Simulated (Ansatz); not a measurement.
BeSe:
```yaml
crystal:
  lattice:
    - [0.00000, 2.56446, 2.56446]
    - [2.56446, 0.00000, 2.56446]
    - [2.56446, 2.56446, 0.00000]
  atoms:
    - { symbol: Se, position: [0.75000, 0.75000, 0.75000] }
    - { symbol: Be, position: [0.00000, 0.00000, 0.00000] }
```

Relaxed with PBEsol. Special points in fractions of this cell's reciprocal vectors: Γ (0.000, 0.000, 0.000); X (0.500, 0.000, 0.500); U (0.625, 0.250, 0.625); K (0.375, 0.375, 0.750); L (0.500, 0.500, 0.500); W (0.500, 0.250, 0.750).

### Question
List the band energies nearest the valence-band maximum at these points for PBEsol (plane waves, PAW; program Ansatz).

### Answer
In eV from the valence-band maximum; about four levels below and three above (degenerate sets whole), none deeper than 8.9 eV; points with the same levels are listed once.

```
k              below                  above
-  -----------------  ---------------------
Γ     0.00 0.00 0.00    4.28 4.99 4.99 4.99
X  -5.14 -2.70 -2.70  2.47 4.13 11.77 11.77
U  -4.71 -4.11 -2.26         3.63 6.77 9.73
L  -5.80 -1.09 -1.09         4.29 5.93 5.93
W  -4.45 -3.89 -3.37         6.03 7.10 7.30
```

Space group F-43m (zinc blende). The cell was relaxed with PBEsol under the symmetry of its start. Spin–orbit coupling is left out wherever it is not named.

Potentials: the later of the program's two PAW sets.
